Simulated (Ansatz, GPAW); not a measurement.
Given: the input of a run of Ansatz 0.2.0 on Na3Cl2. The cell comes from a database or a generator and needn't be the stable form of this composition.

File input.yaml:

```yaml
crystal:
  lattice:
    - [1.759951, -10.170256, 0.0]
    - [1.759951, 10.170256, 0.0]
    - [0.0, 0.0, 3.527636]
  atoms:
    - { symbol: Cl, position: [0.086598, 0.913402, 0.5] }
    - { symbol: Cl, position: [0.913402, 0.086598, 0.5] }
    - { symbol: Na, position: [0.668989, 0.331011, 0.0] }
    - { symbol: Na, position: [0.331011, 0.668989, 0.0] }
    - { symbol: Na, position: [0.5, 0.5, 0.0] }
hamiltonian:
  xc: pbe
  pseudopotentials: { kind: paw }
kpoints:
  mp_grid: { grid: [8, 8, 8] }
scf:
  occupations: { method: fermi_dirac, width: 0.05 }
output:
  forces: true
  stress: true
  eigenvalues: true
```

Potentials or basis: Ansatz PAW.

Run with:

```bash
$ ansatz run input.yaml --threads 2 --pin off --max-ram 5120MiB --backend cpu --events-out ev --progress --plain --runs-dir out
```

Set up the same calculation for GPAW 26.7.0 (ASE script). Potentials or basis there: GPAW PAW data sets (gpaw-data 1.2.1), cutoff 800 eV.

As run (cutoffs and basis follow the program's own potentials, and thresholds, step limits or extra output files can differ):

The input run.py:

```python
from ase import Atoms
from ase.dft.bandgap import bandgap
from ase.io import write
from ase.units import Bohr, GPa
from gpaw import GPAW, PW
from gpaw.elf import elf_from_dft_calculation

atoms = Atoms(['Cl', 'Cl', 'Na', 'Na', 'Na'],
              cell=[[1.759951, -10.170256, 0.0],
                    [1.759951, 10.170256, 0.0],
                    [0.0, 0.0, 3.527636]],
              scaled_positions=[[0.086598, 0.913402, 0.5],
                                [0.913402, 0.086598, 0.5],
                                [0.668989, 0.331011, 0.0],
                                [0.331011, 0.668989, 0.0],
                                [0.5, 0.5, 0.0]],
              pbc=True)

calc = GPAW(mode=PW(800),
            xc='PBE',
            kpts={'size': (8, 8, 8), 'gamma': True},
            occupations={'name': 'fermi-dirac', 'width': 0.05},
            nbands=31,
            convergence={'density': 1e-05, 'energy': 1e-05},
            maxiter=150,
            txt='gpaw.txt')
atoms.calc = calc
energy = atoms.get_potential_energy()
forces = atoms.get_forces()
stress = atoms.get_stress()
calc.write('gs.gpw')
write('result.traj', atoms)
print(f'Energy: {energy:.6f} eV')
print('Forces (eV/A):')
print(forces.round(4))
print('Stress (GPa):', (stress / GPa).round(3))
print('Fermi level:', round(calc.get_fermi_level(), 4), 'eV')
print(f'Gap: {bandgap(calc)[0]:.4f} eV, direct: {bandgap(calc, direct=True)[0]:.4f} eV')

# fields on the real-space grid
write('density.cube', atoms, data=calc.get_pseudo_density() * Bohr**3)
write('potential.cube', atoms, data=calc.get_electrostatic_potential())
write('elf.cube', atoms, data=elf_from_dft_calculation(calc).data)
```

Potentials or basis: GPAW PAW data sets (gpaw-data 1.2.1), pw.

Command:

```sh
$ OMP_NUM_THREADS=1 python run.py
```

Both were run:

|  | Ansatz | GPAW |
| --- | --- | --- |
| Pressure | 0.1 GPa | 0.1 GPa |

Ansatz's pressure holds a Pulay term of +0.00 GPa for its cutoff of 420 eV, which the other run lacks.

The potentials hold 41 and 35 valence electrons a cell.

Where Ansatz's input types no cutoff or centring, it takes its own default and a Γ-centred mesh.

Pressure is positive in compression.
